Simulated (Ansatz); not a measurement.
**Rocksalt alloy of MgO and CdO (24 of 64 Mg sites exchanged), 128 atoms**

Ansatz, PAW, plane waves. PBEsol relaxation of volume and atoms (shape held) at the single k point (½, ½, ½); single points on the relaxed atoms at the Γ point alone, onto which points of the small cell's zone fold. Arrangement: random. No spin–orbit coupling unless named.

Relaxed structure:

```
CELL_PARAMETERS angstrom
0.00000 8.84454 8.84454
8.84454 0.00000 8.84454
8.84454 8.84454 0.00000
ATOMIC_POSITIONS crystal
O 0.37034 0.11804 0.13133
O 0.88415 0.11677 0.13236
O 0.11800 0.36973 0.39649
O 0.38075 0.63338 0.11721
O 0.37921 0.11594 0.62297
O 0.61129 0.38877 0.37570
O 0.86094 0.63733 0.12477
O 0.87711 0.12475 0.63562
O 0.12751 0.87228 0.36434
O 0.13005 0.38527 0.86601
O 0.37545 0.61452 0.63592
O 0.62533 0.87150 0.37892
O 0.62633 0.38955 0.86136
O 0.87294 0.62539 0.62527
O 0.13279 0.86991 0.86857
O 0.62944 0.86769 0.86893
O 0.13600 0.37101 0.11482
O 0.38496 0.11506 0.38216
O 0.60711 0.39173 0.12356
O 0.88969 0.12326 0.36188
O 0.13553 0.86606 0.13007
O 0.11797 0.38153 0.61976
O 0.37878 0.61972 0.36949
O 0.62963 0.86874 0.13119
O 0.37950 0.13553 0.87082
O 0.61155 0.37640 0.63864
O 0.86629 0.63161 0.38407
O 0.87282 0.12508 0.86510
O 0.12869 0.87322 0.64079
O 0.37805 0.62662 0.87213
O 0.61900 0.86728 0.63079
O 0.86665 0.63133 0.86676
O 0.11761 0.13184 0.37287
O 0.37512 0.39435 0.10673
O 0.60886 0.12710 0.39209
O 0.87325 0.37807 0.13991
O 0.12637 0.62311 0.38880
O 0.37724 0.86094 0.13537
O 0.12461 0.12486 0.86018
O 0.38131 0.38381 0.61770
O 0.62231 0.62303 0.36517
O 0.86979 0.86594 0.11688
O 0.63915 0.12500 0.86067
O 0.87877 0.36944 0.63041
O 0.13962 0.62721 0.87295
O 0.37579 0.87272 0.63930
O 0.61791 0.63176 0.86959
O 0.86776 0.86817 0.63404
O 0.12996 0.12675 0.13307
O 0.62604 0.10948 0.12274
O 0.13218 0.63270 0.10200
O 0.12027 0.13112 0.63079
O 0.37041 0.37328 0.39337
O 0.61952 0.63387 0.12750
O 0.60881 0.12614 0.63996
O 0.88233 0.36818 0.37045
O 0.12532 0.61208 0.62485
O 0.38106 0.88024 0.35489
O 0.36875 0.38068 0.86889
O 0.62532 0.62589 0.63711
O 0.88289 0.86666 0.38437
O 0.88284 0.38061 0.85527
O 0.38099 0.87113 0.87000
O 0.86758 0.87942 0.88081
Cd 0.00133 0.99412 0.99886
Cd 0.50505 0.99520 0.99951
Cd 0.99904 0.50753 0.99755
Cd 0.00108 0.99545 0.50408
Cd 0.25172 0.25216 0.25206
Cd 0.74344 0.25315 0.25419
Cd 0.25243 0.25378 0.74240
Cd 0.74997 0.25086 0.99635
Cd 0.00189 0.50231 0.24721
Cd 0.74739 0.24817 0.50328
Cd 0.25120 0.74788 0.49899
Cd 0.00416 0.25310 0.99734
Cd 0.50100 0.25141 0.99265
Cd 0.75171 0.99467 0.25403
Cd 0.24938 0.50397 0.25200
Cd 0.49829 0.74761 0.50303
Cd 0.25379 0.00137 0.99769
Cd 0.25099 0.00034 0.50090
Cd 0.49569 0.25283 0.24997
Cd 0.74792 0.50222 0.99923
Cd 0.74694 0.00053 0.50443
Cd 0.00256 0.74733 0.24880
Cd 0.74662 0.49790 0.50373
Cd 0.00256 0.74648 0.75322
Mg 0.49832 0.51039 0.99167
Mg 0.49923 0.99511 0.50705
Mg 0.99691 0.49964 0.50617
Mg 0.25440 0.74711 0.25028
Mg 0.49769 0.50123 0.49886
Mg 0.74725 0.75034 0.24919
Mg 0.75114 0.25128 0.74874
Mg 0.25499 0.74834 0.75425
Mg 0.74559 0.74815 0.74991
Mg 0.00570 0.99561 0.25229
Mg 0.25310 0.25163 0.99877
Mg 0.50238 0.99515 0.24843
Mg 0.25592 0.75022 0.99492
Mg 0.00043 0.00197 0.75204
Mg 0.24704 0.25014 0.50768
Mg 0.49655 0.50679 0.24988
Mg 0.74589 0.75236 0.00148
Mg 0.50054 0.99578 0.74904
Mg 0.99977 0.50162 0.74405
Mg 0.49908 0.50214 0.75171
Mg 0.74758 0.74780 0.50710
Mg 0.25187 0.99837 0.24768
Mg 0.00114 0.75265 0.99454
Mg 0.99915 0.24870 0.50514
Mg 0.50096 0.74996 0.99891
Mg 0.25124 0.99877 0.74863
Mg 0.49428 0.25295 0.50502
Mg 0.74567 0.50458 0.24924
Mg 0.74980 0.99744 0.75383
Mg 0.00005 0.74464 0.50272
Mg 0.25339 0.49932 0.74793
Mg 0.75010 0.50292 0.74728
Mg 0.75100 0.99698 0.99708
Mg 0.00329 0.24937 0.24995
Mg 0.25390 0.50352 0.99212
Mg 0.00018 0.25182 0.74526
Mg 0.25049 0.49949 0.50109
Mg 0.50080 0.74895 0.24754
Mg 0.49827 0.25417 0.74926
Mg 0.49996 0.74891 0.75192
```

**Question.** What are the mean bond lengths by pair (pairs within 1.2 times the sum of covalent radii, less contacts 15 % beyond the pair's median; cation–cation pairs of compounds aside; long ionic contacts are cut short by that bound)?

**Answer.** Cd–O 2.298 ± 0.045 Å (standard deviation, 144 bonds); Mg–O 2.164 ± 0.059 Å (standard deviation, 240 bonds).

**Question.** What gap lies between the top filled and the lowest empty level in the single points?

**Answer.** HSE06 with spin–orbit coupling 2.95 eV (8.5 min on NVIDIA GB200).
